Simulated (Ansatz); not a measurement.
BaSn$_{2}$:
```yaml
crystal:
  lattice:
    - [4.68109, 0.00000, 0.00000]
    - [-2.34055, 4.05395, 0.00000]
    - [0.00000, 0.00000, 5.42814]
  atoms:
    - { symbol: Ba, position: [0.00000, 0.00000, 0.50000] }
    - { symbol: Sn, position: [0.66667, 0.33333, 0.89498] }
    - { symbol: Sn, position: [0.33333, 0.66667, 0.10502] }
```

Relaxed with PBEsol.

Problem. Map the valence electron density (e/Å³), cut off at 0.9 on the plane through (0.000, 0.000, 0.500) spanned by u = [0, 0, 1] and v = [1, -1, 0] in lattice vectors, from PBEsol (plane waves, PAW; program Ansatz).

Solution. x is the fraction of u, y of v (the angle between them is 90°; rows are the nearest grid lines); atoms in the plane: Ba at (0.00, 0.00), Sn at (0.40, 0.67), Sn at (0.60, 0.33).
```
|.=@@@%-.            .-%@@@=.|
|@@@@@*:.            .:*@@@@@|
|@@@@%=:              .=%@@@@|
|%#*=:..               .:=*#%|
|..........::....         ...|
|    ..:-+#@@#+-:..          |
|    .:-+@@@@@@*-:.          |
|   .:-*@@@@@@@@#-..         |
|   .:-#@@@@@@@@%-..         |
|   ..:=%@@@@@@@=:.          |
|    .:-=%@@@@@+-:..         |
|      ..:------::...        |
|        ...::------:..      |
|         ..:-+@@@@@%=-:.    |
|          .:=@@@@@@@%=:..   |
|         ..-%@@@@@@@@#-:.   |
|         ..-#@@@@@@@@*-:.   |
|          .:-*@@@@@@+-:.    |
|          ..:-+#@@#+-:..    |
|...         ....::..........|
|%#*=:.               ..:=*#%|
|@@@@%=.              :=%@@@@|
|@@@@@*:.            .:*@@@@@|
|.=@@@%-.            .-%@@@=.|
```
Scale: ten equal steps from 0.028 (start of ' ') to 0.900 (end of '@'), in the order ' .:-=+*#%@'; x runs from 0.000 to 1.00, y from 0.000 (bottom) to 1.00 (top).

The density is the valence pseudo-density with augmentation charge, so density and ELF within about 1 Å of a nucleus are not all-electron values.

Space group P-3m1. The workflow started from an entry of the Crystallography Open Database (COD, 293 K). Its standing as an ambient phase is unchecked. The PBEsol relaxation kept the symmetry of its start; whether a distortion lowers the energy is not shown. Spin–orbit coupling is left out wherever it is not named.

Potentials: the later of the program's two PAW sets.
